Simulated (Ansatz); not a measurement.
## Property card for LuSi2

LuSi$_{2}$:
```xyz
3
Lattice="4.0561 0.0000 0.0000 -2.0280 3.5127 0.0000 0.0000 0.0000 3.6878" Properties=species:S:1:pos:R:3 pbc="T T T"
Lu     0.0000     0.0000     0.0000
Si     0.0000     2.3418     1.8439
Si     2.0280     1.1709     1.8439
```

Space group P6/mmm (No. 191); conventional cell a = 4.056 Å, b = 4.056 Å, c = 3.688 Å, α = 90.00°, β = 90.00°, γ = 120.00°.

Method: PBEsol in the plane-wave PAW code Ansatz. Geometry: relaxed at this level of theory. Other levels are named where they apply.

**Cell and energy**

```yaml
volume_per_atom: 17.51 Å³
density: 7.30 g/cm³
Formation energy from the elements (no fitted shifts): -0.50 eV/atom
```

**Electronic structure**

```yaml
electronic_character: metallic (no gap)
Density of states at the Fermi level: 0.58 states/eV per atom (mean over ±0.08 eV)
Gap with spin–orbit coupling: none (metallic)
```

**Mechanics**

```yaml
Bulk modulus (Birch–Murnaghan fit): 92.9 GPa
Pressure derivative B′: 4.5
Elastic constants (relaxed ions, GPa): C11 = 122, C12 = 129, C13 = 53.2, C33 = 141, C44 = 48.5
mechanical_stability: unstable (C has a negative eigenvalue)
```

**Phonons**

```yaml
highest_zone_centre_frequency: 427 cm^-1
zone_centre_stability: no imaginary mode at Γ
```

The workflow started from an entry of the Crystallography Open Database (COD). Its standing as an ambient phase is unchecked. The PBEsol relaxation kept the symmetry of its start. As this level gives no gap, shear constants depend on the k-mesh and smearing (Fermi–Dirac, 0.1 eV here). As this level gives no gap, phonon frequencies hold no LO–TO term and depend on the k-mesh and smearing (Fermi–Dirac, 0.1 eV here). On the denser mesh and wider smearing of the elastic run this cell carries a stress of 0.5 GPa. The references are the lowest solids computed at this level, not always the standard phases. Scalar-relativistic: spin–orbit coupling is off unless named, which matters more the heavier the elements.

Potentials: the later of the program's two PAW sets.
